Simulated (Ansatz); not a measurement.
**A run on RbBr$_{3}$ that went wrong**

The input below was meant for crystalline RbBr$_{3}$, with PBE, plane waves and PAW in Ansatz. Its settings were carried over from an input for a code that works in rydberg.

```yaml
crystal:
  lattice:
    - [-2.2585671, 2.2585671, 6.43700423]
    - [2.2585671, -2.2585671, 6.43700423]
    - [2.2585671, 2.2585671, -6.43700423]
  atoms:
    - { symbol: Rb, position: [0.0, 0.0, 0.0] }
    - { symbol: Br, position: [0.75, 0.25, 0.5] }
    - { symbol: Br, position: [0.25, 0.75, 0.5] }
    - { symbol: Br, position: [0.5, 0.5, 0.0] }
basis:
  ecutwfc: 50
kpoints:
  mp_grid: { grid: [14, 14, 14] }
hamiltonian:
  xc: pbe
scf:
  occupations: { method: gaussian, width: 0.1 }
output:
  forces: true
  stress: true
  eigenvalues: true
```

Output, shortened (HF is the Harris–Foulkes energy, dr2 the density residual in eV):

```text
basis.fft_grid_basis auto: the FFT boxes are laid along the combinations [[1, 0, 1], [0, 1, 1], [0, 0, 1]] of the cell's own vectors, 4.517, 4.517 and 7.186 Å long. The dense box has 15×15×18 points. Along the cell's own vectors, as sized, it would have 18×18×18, 1.44 times as many. Of the 16 symmetry operations that the crystal satisfies within crystal.symmetry.tolerance (time reversal apart …
Pseudopotential: Rb, paw, valence charge 9, recommended cutoff 420 eV (normal)
Pseudopotential: Br, paw, valence charge 7, recommended cutoff 420 eV (normal)
Crystal: 4 atoms, lattice volume = 131.344 Å³
Basis set: ecut = 50 eV, 111 PW (Γ), FFT grids on a1+a3, a2+a3, a3, exchange–correlation on 30×30×36 points (8 copies of the dense FFT grid, shifted against one another)
Bands: 19, of which v1, the nominal top of the filled ones, is band 15 counted from 1 (14 counted from 0)
Symmetry: 16 space group operations
Space group: I4/mmm (ITA 139), of the structure as read, at distance tolerance 5.1e-5 Å
k-points: 244 of 2744
Initial density: superposition of atomic densities, corrected by the library's trained network
SCF iter   1: HF=-11516.726636 eV  Δρ=1.57e-1  dr2=3.43e1
SCF iter   2: HF=-11504.059749 eV  Δρ=1.75e-2  dr2=6.52e-1
SCF iter   3: HF=-11503.955033 eV  Δρ=3.03e-3  dr2=9.38e-3
SCF iter   4: HF=-11503.955148 eV  Δρ=4.57e-4  dr2=4.42e-4
   ...
SCF iter  11: HF=-11503.398518 eV  Δρ=1.80e-5  dr2=1.34e-6
SCF iter  12: HF=-11503.398518 eV  Δρ=8.32e-6  dr2=2.93e-7
SCF iter  13: F=-11503.398518 eV  HF=-11503.398518 eV  Δρ=2.37e-6  dr2=2.37e-8
SCF 1 converged in 13 iterations: F = -11503.398518 eV  dr2 = 2.37e-8
SCF converged after 13 iterations
Free energy (F): -11503.398518 eV
E sigma→0 (E₀):  -11503.389734 eV
Entropy (-TS):   -0.017568 eV (-4.392 meV/atom)
Fermi energy:    3.995204 eV
--- Forces (eV/Å), atoms counted from 1 ---
  atom   1  Rb     0.00000000     0.00000000     0.00000000
  atom   2  Br    -0.00000000    -0.00000000     0.00000000
  atom   3  Br     0.00000000    -0.00000000     0.00000000
  atom   4  Br     0.00000000     0.00000000     0.00000000
--- Stress (GPa, compression-positive) ---
        6.477791       0.000000       0.000000
        0.000000       6.477791       0.000000
        0.000000       0.000000       3.336843
  P = ⅓ Tr σ = 5.4308 GPa (54.308 kbar)
```

Task: The run finished without an error. What is wrong all the same?

Result: The fault is a cutoff meant in rydberg typed as eV. A bare number is read in eV; 1 Ry is 13.606 eV. The cure is a cutoff in eV, here the recommended one.

Fix:

```diff
 basis:
-  ecutwfc: 50
+  ecutwfc: 420
```

The mended run converges, with a pressure of 0.69 GPa, no gap. The faulty run's energy lay 28.98 eV per atom higher.